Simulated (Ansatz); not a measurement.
Two states of SrVO₃

```
Sr V O
1.0
     3.88715    3.88715    0.00000
     3.88715   -3.88715    0.00000
     0.00000    0.00000    3.88715
Sr V O
2 2 6
Direct
  0.00000 0.00000 0.00000
  0.50000 0.50000 0.00000
  0.00000 0.50000 0.50000
  0.50000 0.00000 0.50000
  0.25000 0.25000 0.50000
  0.75000 0.75000 0.50000
  0.25000 0.75000 0.50000
  0.75000 0.25000 0.50000
  0.00000 0.50000 0.00000
  0.50000 0.00000 0.00000
```

The numbers come from plane-wave PAW DFT (Ansatz): PBE, with U_eff = 5.01 eV on V d (all-electron-ortho-atomic projectors), 420 eV, 4×4×6 Γ-centred k points, fermi-dirac occupations (width 0.1 eV). Nothing was relaxed.

State A: V3 up, V4 down (collinear spin). State B: V3 up, V4 up (collinear spin).

Task: Compare the two self-consistent states.

Result: State B is lower by 1.9 meV an atom at zero smearing.

| state | free energy (meV/atom) | largest moment in a small sphere (μB) | net moment (μB/cell) | gap on mesh (eV) | pressure (GPa) | largest force (eV/Å) |
| --- | --- | --- | --- | --- | --- | --- |
| A | 2.0 | 0.81 | 0.00 | 1.11 | 1.5 | 0.61 |
| B | 0.0 | 0.86 | 2.00 | 0.39 | 1.5 | 0.60 |

Origin: a database entry at a rescaled volume. Caveats: the state breaks the symmetry of the cell.
